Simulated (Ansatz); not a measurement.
## Cs3CdBrF4 — coordination and Cs-133 quadrupole coupling

Cell: a Materials Project structure (computed, not necessarily an observed phase), relaxed with PBE at fixed cell and then changed (all 8 Br of one site replaced by F, ions relaxed).

Space group I4/mcm (No. 140); a = 9.6581, c = 15.9712 Å.

| site | Wyckoff | site symmetry | x | y | z |
| --- | --- | --- | --- | --- | --- |
| Cs1 | 8h | m.2m | 0.6454 | 0.1454 | 0.0000 |
| Cs5 | 4a | 422 | 0.0000 | 0.0000 | 0.7500 |
| Cd | 4b | -42m | 0.5000 | 0.0000 | 0.2500 |
| F | 16l | ..m | 0.1115 | 0.6115 | 0.1539 |
| Br | 4c | 4/m.. | 0.0000 | 0.0000 | 0.0000 |

One atom of each set is listed; the run and its k-mesh use a cell of 18 atoms with edges of 10.51, 10.51, 10.51 Å.

Computed with Ansatz: DFT, PBE, plane waves and PAW, scalar-relativistic, 420 eV cutoff, Γ-centred 3×3×3 k-points, Fermi–Dirac smearing 0.02 eV.

Q(Cs-133) = -3.430 mb.

Question: Rank these Cs sites by |C_Q|, smallest first.
A. Cs1: 2 Br at 3.70 Å; also 4 F at 3.51 Å, 1 Cs at 3.97 Å
B. Cs5: 2 Br at 3.99 Å, angle 180°

Answer: B (0.326 MHz, η = 0.00), A (0.414 MHz, η = 0.67).

An axis of threefold or higher order runs through Cs5, so V_zz lies along it and η is zero. At Cs1 V_zz runs parallel to the line that joins its two neighbours (within 1°).

Without spin–orbit coupling (the program notes it for Cs) the gradients are little affected as a rule: paired runs on crystals with a gap mostly move them by under 2 % at such atoms.
